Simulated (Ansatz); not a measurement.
Level of theory: DFT PBE, scalar-relativistic, plane waves, PAW (Ansatz 0.2.0). All cells share a 420 eV cutoff and Γ-centred k meshes spaced about 0.3 Å⁻¹ or finer (0.25 for metals, 2π included). No spin polarisation in the final relaxations.

Temperature and zero-point effects are left out. All come from trial cells, and lower structures may exist.

Question: These unrelaxed guesses for Bi₂Te₂O are each relaxed within their symmetry. Order them by the energy at which they end, lowest first.
A.

```
Bi Te O
1.0
     2.56809    1.48269    7.42999
    -2.56809    1.48269    7.42999
     0.00000   -2.96537    7.42999
Bi Te O
2 2 1
Direct
  0.98315 0.98315 0.98315
  0.16253 0.16253 0.16253
  0.51513 0.51513 0.51513
  0.71002 0.71002 0.71002
  0.35169 0.35169 0.35169
```

B.

```
Bi Te O
1.0
    -2.10318    2.10318    6.71802
     2.10318   -2.10318    6.71802
     2.10318    2.10318   -6.71802
Bi Te O
2 2 1
Direct
  0.86153 0.86153 0.00000
  0.13847 0.13847 0.00000
  0.65231 0.65231 0.00000
  0.34769 0.34769 0.00000
  0.00000 0.00000 0.00000
```

C.

```
Bi Te O
1.0
     2.05000    1.18357    9.16667
    -2.05000    1.18357    9.16667
     0.00000   -2.36714    9.16667
Bi Te O
2 2 1
Direct
  0.62300 0.62300 0.62300
  0.37700 0.37700 0.37700
  0.78400 0.78400 0.78400
  0.21600 0.21600 0.21600
  0.00000 0.00000 0.00000
```

D.

```
Bi Te O
1.0
     4.20000    0.00000    0.00000
     0.00000    4.20000    0.00000
     0.00000    0.00000   15.10000
Bi Te O
4 4 2
Direct
  0.00000 0.50000 0.63500
  0.50000 0.00000 0.91500
  0.00000 0.50000 0.08500
  0.50000 0.00000 0.36500
  0.00000 0.50000 0.82500
  0.50000 0.00000 0.61500
  0.50000 0.00000 0.17500
  0.00000 0.50000 0.38500
  0.50000 0.50000 0.00000
  0.00000 0.00000 0.00000
```

Answer: D (ends in P4/nmm, 0 meV/atom), B (ends in I4/mmm, 66 meV/atom), C (ends in R-3m, 84 meV/atom), A (ends in R3m, 112 meV/atom).

No dispersion correction is applied, so the spacing and binding between layers, chains or molecules are poorly described (P4/nmm, R-3m, R3m), and this can change margins and order among such cells. Spin–orbit coupling, which can matter for Bi and Te, is left out. With atoms moved at random, I4/mmm went lower on a coarse mesh, which no converged run confirmed. Without a clear test, and held by symmetry: P4/nmm, R-3m and R3m. Some types were kept out of the candidates beforehand, so the set may lack a known form.
